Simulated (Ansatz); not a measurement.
RuW (rock salt), relaxed and computed with several functionals in Ansatz (plane waves, PAW).

```json
[
 {"functional": "PBE", "a (Å)": "5.130", "ΔH_f (eV/atom)": "0.97", "B₀ by P(V) fit (GPa)": "233"},
 {"functional": "r²SCAN", "a (Å)": "5.098", "ΔH_f (eV/atom)": "1.01", "B₀ by P(V) fit (GPa)": "248"},
 {"functional": "PBEsol", "a (Å)": "[?]", "ΔH_f (eV/atom)": "[?]", "B₀ by P(V) fit (GPa)": "[?]"}
]
```

Problem. Fill in the missing entries.

Solution. 
- PBEsol, a (Å): 5.075
- PBEsol, ΔH_f (eV/atom): 1.03
- PBEsol, B₀ by P(V) fit (GPa): 254

Typed or built starts, not in the databases checked: RuW, rock salt. Unstable at this level: RuW, rock salt with r²SCAN. All cells were relaxed under the symmetry of their starts (and spin orders); stability against distortions was not tested throughout. Rows with no word on spin ran without spin polarisation. Scalar-relativistic: spin–orbit coupling is off unless named, which matters more the heavier the elements.

Potentials: the later of the program's two PAW sets.

Ansatz (a program for electronic structure) is a plane-wave DFT program.

Formation energies count from the lowest solids of the elements computed at the same level, not from gases.
